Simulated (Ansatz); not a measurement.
# Computed properties of LiNbO₃

LiNbO$_{3}$:
```xyz
10
Lattice="2.5337 1.4628 4.5625 -2.5337 1.4628 4.5625 0.0000 -2.9257 4.5625" Properties=species:S:1:pos:R:3 pbc="T T T"
Li     0.0000     0.0000     9.8391
Li     0.0000     0.0000     2.9954
Nb     0.0000     0.0000     0.0340
Nb     0.0000     0.0000     6.8778
O     -0.6592     1.4089     8.2653
O      1.5497    -0.1335     8.2653
O     -0.8905    -1.2754     8.2653
O     -1.6432     0.1875     5.9841
O      0.6592    -1.5168     5.9841
O      0.9840     1.3293     5.9841
```

Space group R3c (No. 161); conventional cell a = b = 5.0674 Å, c = 13.6875 Å, α = β = 90.00°, γ = 120.00°.

Method: DFT-LDA in the program Ansatz with PAW potentials. Geometry: relaxed at this level of theory. Other levels are named where they apply.

**Cell and energy**

```yaml
volume_per_atom: 10.15 Å³
density: 4.84 g/cm³
Formation energy from the elements (no fitted shifts): -262 kJ/mol of atoms
```

**Electronic structure**

```yaml
band_gap: 3.49 eV (indirect)
valence_band_maximum: off the standard path, at k = (0.156, 0.156, 0.177) in fractions of the reciprocal vectors
conduction_band_minimum: off the standard path, at k = (-0.083, -0.083, 0.021) in fractions of the reciprocal vectors
smallest_direct_gap_on_the_standard_path: 3.53 eV
electron_effective_mass: 0.70, 1.9, 2.1 mₑ (principal values)
hole_effective_mass: 1.5, 2.6, 4.1 mₑ (principal values)
```

**Mechanics**

```yaml
Bulk modulus (Birch–Murnaghan fit): 123 GPa
Pressure derivative B′: 5.0
Elastic constants (relaxed ions, GPa): C11 = 219, C12 = 68.1, C13 = 80.3, C14 = 3.9, C33 = 255, C44 = 73.0
mechanical_stability: stable (all eigenvalues of C positive)
hill_bulk_and_shear_moduli: 127 and 75.2 GPa
Young's modulus: 188 GPa
Poisson's ratio: 0.25
debye_temperature_from_the_elastic_constants: 602 K
Piezoelectric stress constants (proper, relaxed ions, C/m²): e15 = e24 = -3.40, e16 = e21 = 2.53, e22 = -2.53, e31 = e32 = -0.08, e33 = -1.31
```

**Dielectric response**

```yaml
Electronic dielectric constant ε∞ (DFPT): 5.58 (xx = yy), 5.51 (zz)
Static dielectric constant ε0 (ions relaxed, cell fixed): 44.2 (xx = yy), 30.3 (zz)
Born charges (a third of the trace): Li +1.13, Nb +7.21, O -2.78 e
Largest static χ(2) component: 61 pm/V
```

**Phonons**

```yaml
Highest zone-centre frequency (without LO–TO term): 890 cm⁻¹
zone_centre_stability: no imaginary mode at Γ
```

The LDA relaxation kept the symmetry of its start. The run is not spin-polarised. Signs of piezoelectric constants follow the polarity of the cell as given. The references are the lowest solids computed at this level, not always the standard phases (solids in place of the gases). Scalar-relativistic: spin–orbit coupling is off unless named, which matters more the heavier the elements.

Potentials: the later of the program's two PAW sets.
